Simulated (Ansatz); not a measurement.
Li:
Space group P6₃/mmc (No. 194); a = b = 3.0928 Å, c = 5.0642 Å, α = β = 90.00°, γ = 120.00°

```tsv
atom	site	symmetry	x	y	z
Li	2c	-6m2	0.3333	0.6667	0.2500
```

Relaxed with r²SCAN.

**Question.** Tabulate the valence density and the electron localisation function along the shortest Li–Li contact (3.09 Å), r²SCAN (plane waves, PAW; program Ansatz).

**Answer.** 

```
distance from Li (Å)  density (e/Å³)   ELF
--------------------  --------------  ----
0.31                            4.36  0.98
0.46                            1.44  0.82
0.62                            0.25  0.14
0.77                            0.07  0.02
0.93                            0.05  0.03
1.08                            0.05  0.14
1.24                            0.05  0.38
1.39                            0.05  0.52
1.55                            0.05  0.55
1.70                            0.05  0.52
1.86                            0.05  0.38
2.01                            0.05  0.14
2.16                            0.05  0.03
2.32                            0.07  0.02
2.47                            0.25  0.14
2.63                            1.44  0.82
2.78                            4.36  0.98
```

The density is the valence pseudo-density with augmentation charge, so density and ELF within about 1 Å of a nucleus are not all-electron values.

Space group P6_3/mmc (hcp (Mg type)). The first step of the workflow began from a Materials Project structure, measured or hypothetical; the Crystallography Open Database files this formula in space group No. 194, but the cells were not matched. It is not the phase usual at ambient conditions (space group No. 229). The r²SCAN relaxation kept the symmetry of its start; of distortions, only those at the zone centre were tested. Axis ratios of metals converge slowly with the k-mesh, so a and c are less sure than the volume.

Potentials: the later of the program's two PAW sets.
